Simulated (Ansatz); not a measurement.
LaB6:
```cif
data_B6La
_chemical_formula_sum 'La1 B6'
_space_group_name_H-M_alt 'Pm-3m'
_space_group_IT_number 221
_space_group_name_Hall '-P 4 2 3'
_cell_length_a 4.15260
_cell_length_b 4.15260
_cell_length_c 4.15260
_cell_angle_alpha 90.000
_cell_angle_beta 90.000
_cell_angle_gamma 90.000
loop_
_atom_site_label
_atom_site_type_symbol
_atom_site_symmetry_multiplicity
_atom_site_Wyckoff_symbol
_atom_site_fract_x
_atom_site_fract_y
_atom_site_fract_z
_atom_site_occupancy
La1 La 1 a 0.00000 0.00000 0.00000 1
B1 B 6 f 0.20003 0.50000 0.50000 1
```

Relaxed with r²SCAN.

Tabulate the valence density and the electron localisation function along the shortest B–B contact (1.66 Å), plane-wave PAW r²SCAN (Ansatz code).



```
distance from B (Å)  density (e/Å³)   ELF
-------------------  --------------  ----
0.17                           0.43  0.01
0.25                           0.61  0.09
0.33                           0.79  0.30
0.42                           0.93  0.59
0.50                           1.02  0.80
0.58                           1.05  0.89
0.66                           1.05  0.93
0.75                           1.04  0.95
0.83                           1.04  0.95
0.91                           1.04  0.95
1.00                           1.05  0.93
1.08                           1.05  0.89
1.16                           1.02  0.80
1.25                           0.93  0.59
1.33                           0.79  0.30
1.41                           0.61  0.09
1.50                           0.43  0.01
```

The density is the valence pseudo-density with augmentation charge, so density and ELF within about 1 Å of a nucleus are not all-electron values.

Symmetry was held in the r²SCAN relaxation; of distortions, only those at the zone centre were tested. Scalar-relativistic: spin–orbit coupling is off unless named, which matters more the heavier the elements.

Potentials: the later of the program's two PAW sets.
